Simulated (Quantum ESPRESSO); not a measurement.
V2Cd2O7 is modelled in the monoclinic space group C2/m (No. 12), Pearson symbol mS22. Cell: a = 7.0632 Å, b = 9.0646 Å, c = 5.0067 Å, α = γ = 90.00°, β = 103.09°. O1 on 8j is coordinated by 1 V at 1.707 Å and 1 Cd at 2.247 Å and 1 Cd at 2.386 Å (trigonal planar). O2 on 2a has 2 V at 1.765 Å (linear). O3 on 4i sees 1 V at 1.708 Å and 2 Cd at 2.288 Å (trigonal planar). V on 4i has 4 O at 1.707–1.765 Å (tetrahedral). Cd on 4h is surrounded by 6 O at 2.247–2.386 Å. (Neighbours: up to the widest gap in distance over summed covalent radii, below 1.35, at either atom; cation-cation contacts left out.)
(The calculation used a cell of 11 atoms; values per cell refer to that cell.)

The geometry is that of Materials Project entry mp-18740, symmetrised and not relaxed again.

Question: What does norm-conserving PBEsol (Quantum ESPRESSO, 102 Ry, without SOC) give for the electronic structure near the Fermi level?

Answer: The PBEsol gap is 2.44 eV; at least one edge lies off the plotted path, at a point of the SCF mesh. The smallest direct gap is 2.65 eV. Spin-orbit splittings are left out. The 3d shell has no Hubbard U; the runs are without spin polarisation, and magnetic order was not tried.

The structure is a Materials Project entry; no match was found in the copy of COD used, and its stability was not checked.
